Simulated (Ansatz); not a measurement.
V:
```yaml
crystal:
  lattice:
    - [-1.47523, 1.47523, 1.47523]
    - [1.47523, -1.47523, 1.47523]
    - [1.47523, 1.47523, -1.47523]
  atoms:
    - { symbol: V, position: [0.00000, 0.00000, 0.00000] }
```

Relaxed with PBE+D3(BJ). Special points in fractions of this cell's reciprocal vectors: Γ (0.000, 0.000, 0.000); H (0.500, -0.500, 0.500); N (0.000, 0.000, 0.500); P (0.250, 0.250, 0.250).

Q: List the band energies nearest the Fermi level at these points for PBE+D3(BJ) (plane waves, PAW; program Ansatz).

A: In eV from the Fermi level; about four levels below and three above (degenerate sets whole), none deeper than 8.9 eV; … stands for higher levels left out; points with the same levels are listed once.

```
k              below           above
-  -----------------  --------------
Γ              -6.69  0.42 0.42 0.42
H        -3.22 -3.22               …
N        -3.34 -1.23     1.81 2.58 …
P  -1.16 -1.16 -1.16               …
```

Space group Im-3m (bcc (W type)). Symmetry was held in the PBE+D3(BJ) relaxation. The workflow began spin-polarised and lost its moments. The pairwise dispersion correction was not fitted to metals.

Potentials: the earlier of the program's two PAW sets.
